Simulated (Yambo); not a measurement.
BSE-type run in Yambo on TlCl (CsCl type, space group Pm-3m, No. 221), at zero momentum.

Quantum ESPRESSO step (PBE, PseudoDojo standard norm-conserving files, scalar-relativistic):
```
&CONTROL
  calculation = 'nscf'
  pseudo_dir = './pseudo'
  outdir = './out'
/
&SYSTEM
  ibrav = 0
  nat = 2
  ntyp = 2
  ecutwfc = 60.3
  ecutrho = 241.2
  occupations = 'fixed'
  force_symmorphic = .true.
  nbnd = 35
/
&ELECTRONS
  conv_thr = 2e-09
  diago_full_acc = .true.
  diago_thr_init = 1e-08
/
ATOMIC_SPECIES
Cl 35.4500 Cl.upf
Tl 204.3800 Tl.upf
CELL_PARAMETERS angstrom
  3.768556712000   0.000000000000   0.000000000000
  0.000000000000   3.768556712000   0.000000000000
  0.000000000000   0.000000000000   3.768556712000
ATOMIC_POSITIONS crystal
Cl   0.500000000000   0.500000000000   0.500000000000
Tl   0.000000000000   0.000000000000   0.000000000000
K_POINTS automatic
8 8 8 0 0 0
```

Yambo input:
```
rim_cut
optics
bse
bss
dipoles
em1s
RandQpts= 1000000
RandGvec= 1 Ry
FFTGvecs= 40 Ry
Chimod= "HARTREE"
BSKmod= "SEX"
BSEmod= "resonant"
BSSmod= "hs"
BSENGexx= 15 Ry
BSENGBlk= 4 Ry
% KfnQP_E
 1.279 | 1.0 | 1.0 |
%
% BSEQptR
 1 | 1 |
%
% BSEBands
 7 | 15 |
%
% BEnRange
 0.0 | 12.2 | eV
%
% BDmRange
 0.15 | 0.15 | eV
%
BEnSteps= 244
% BLongDir
 1.0 | 0.0 | 0.0 |
%
BSHayTrs= -0.02
BSSNEig= 24
WRbsWF
% BndsRnXs
 1 | 31 |
%
NGsBlkXs= 4 Ry
% LongDrXs
 1.0 | 1.0 | 1.0 |
%
```

From the report:

The dimension is k points × valence × conduction bands = 512 × 4 × 5 = 10240.
```
   [SLEPC] Approach                          : Krylov-Schur
   [SLEPC] Number of requested eigenvalues   :  24
   [SLEPC] Number of eigenvalues        [NEV]:  24
    [K] Dimension                                    :  10240
    [K] Bands                                        :   7  15
    [K] Exchange res                                 : yes
    [K] Correlation res                              : yes
    [K] W interaction is bare                        : no
    [K] RL vectors exchange                          :   389
    [K] RL vectors correlation                       :   81
    [W] Matrix size                                  :   81
    [W] Bands                                        :   1  31
    [W] Coulomb Cutoff                               : none
    [W] Hxc Kernel                                   : HARTREE
```

Bands and orbitals come from the standard potentials; the scissor and the G0W0 gaps come from a run at the same geometry on the stringent ones, which hold whole semicore shells in the valence.

Spin-orbit coupling is not included.

Geometry relaxed with PBEsol.
